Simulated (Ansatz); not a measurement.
**W: opening a crack plane**

W, Fm-3m, a = 4.017 Å. This isn't the element's structure at ambient conditions. Ansatz: r2SCAN, PAW, 500 eV, Γ-centred 24×24×5 mesh on 6 atoms, Gaussian smearing 0.15 eV; no spin polarisation. One cut on (111) per cell of 6 atoms is opened rigidly by x, between planes of W and W that stand 2.32 Å apart; y is the energy per area (6.988 Å², 1 eV/Å² = 16.02 J/m²).

```
x (Å) y (J/m²)
 0.00     0.000
 0.25         ?
 0.50     1.313
 1.00     3.165
 2.00     4.972
 3.00     5.566
 6.00     5.804
```

Problem. Fit the universal binding curve y = W[1 − (1 + x/l) e^(−x/l)] to the other rows, give the peak stress, and predict the missing value.

Solution. Least squares gives W = 5.75 J/m² and l = 0.552 Å. The stress dy/dx peaks at x = l with W/(e l) = 38.3 GPa, for rigid faces. The last row already stands above W and still climbs, so W understates the work of separation. At x = 0.25: x/l = 0.453, y = 0.439 J/m². The run gave 0.391 J/m², so the fit is 0.048 J/m² too high, within twice the rms miss on the fitted rows (0.048 J/m²).

Spin–orbit coupling is left out, which can shift energies with elements as heavy as these.

Cost: 8 runs of about 25 core-minutes in all, on Arm Neoverse V1 (shared hosts).